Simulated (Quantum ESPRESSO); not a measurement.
pw.x input (Quantum ESPRESSO 7.5; PBEsol, PseudoDojo standard norm-conserving files, scalar-relativistic):

```
&CONTROL
  calculation = 'scf'
  pseudo_dir = './pseudo'
  outdir = './out'
  tprnfor = .true.
  tstress = .true.
/
&SYSTEM
  ibrav = 0
  nat = 4
  ntyp = 2
  ecutwfc = 84.0
  ecutrho = 336.0
  occupations = 'smearing'
  smearing = 'fd'
  degauss = 0.002
  nbnd = 12
/
&ELECTRONS
  conv_thr = 4e-10
/
ATOMIC_SPECIES
B 10.8100 B.upf
N 14.0070 N.upf
CELL_PARAMETERS angstrom
  2.512429911000   0.000000000000   0.000000000000
 -1.256214956000   2.175828128000   0.000000000000
  0.000000000000   0.000000000000   7.707260000000
ATOMIC_POSITIONS crystal
B   0.333333333000   0.666666667000   0.250000000000
B   0.666666667000   0.333333333000   0.750000000000
N   0.333333333000   0.666666667000   0.750000000000
N   0.666666667000   0.333333333000   0.250000000000
K_POINTS automatic
12 12 4 0 0 0
```

End of the output:

```
     total energy              =     -53.47840851 Ry
     estimated scf accuracy    <          1.2E-09 Ry
[...]
     the Fermi energy is     4.8576 ev
!    total energy              =     -53.47840851 Ry
     estimated scf accuracy    <          9.2E-11 Ry
     smearing contrib. (-TS)   =       0.00000000 Ry
     internal energy E=F+TS    =     -53.47840851 Ry
     The total energy is F=E-TS. E is the sum of the following terms:
     one-electron contribution =     -27.90916477 Ry
     hartree contribution      =      21.38496828 Ry
     xc contribution           =     -17.12157411 Ry
     ewald contribution        =     -29.83263790 Ry
     convergence has been achieved in  12 iterations
     Forces acting on atoms (cartesian axes, Ry/au):
     atom    1 type  1   force =     0.00000000    0.00000000   -0.00000000
     atom    2 type  1   force =    -0.00000000    0.00000000    0.00000000
     atom    3 type  2   force =     0.00000000    0.00000000   -0.00000000
     atom    4 type  2   force =    -0.00000000   -0.00000000    0.00000000
     Total force =     0.000000     Total SCF correction =     0.000000
     Computing stress (Cartesian axis) and pressure
          total   stress  (Ry/bohr**3)                   (kbar)     P=      -18.18
  -0.00017360  -0.00000000   0.00000000          -25.54       -0.00        0.00
  -0.00000000  -0.00017360  -0.00000000           -0.00      -25.54       -0.00
   0.00000000  -0.00000000  -0.00002355            0.00       -0.00       -3.46
```
In a gapped system the printed Fermi energy is only some level inside the gap.

Geometry of the Materials Project entry, not relaxed at this level.
